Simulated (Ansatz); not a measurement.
GaSb (zinc blende, space group No. 216) at seven volumes, the program Ansatz at the r²SCAN level (PAW), scaled uniformly. One row is withheld.

| V (Å³/atom) | P (GPa) |
|---|---|
| 26.220 | 6.31 |
| 27.085 | 3.84 |
| 27.949 | 1.76 |
| 28.814 | 0.01 |
| 29.678 | -1.47 |
| 30.542 | -2.64 |
| 31.407 | ? |

**Question.** Fit the shown pressures and predict the withheld one.

**Answer.** P = (3/2)B₀(x^(7/2) − x^(5/2))[1 + (3/4)(B′ − 4)(x − 1)] with x = (V₀/V)^(2/3). Least squares on the six rows gives V₀ = 28.821 Å³/atom, B₀ = 52.9 GPa, B′ = 4.94. At V = 31.407, x = 0.9443 and P = -3.68 GPa. The run itself gave -3.69 GPa.

Space group F-43m (zinc blende). The r²SCAN relaxation kept the symmetry of its start. Scalar-relativistic: spin–orbit coupling is off unless named, which matters more the heavier the elements.

Potentials: the later of the program's two PAW sets.
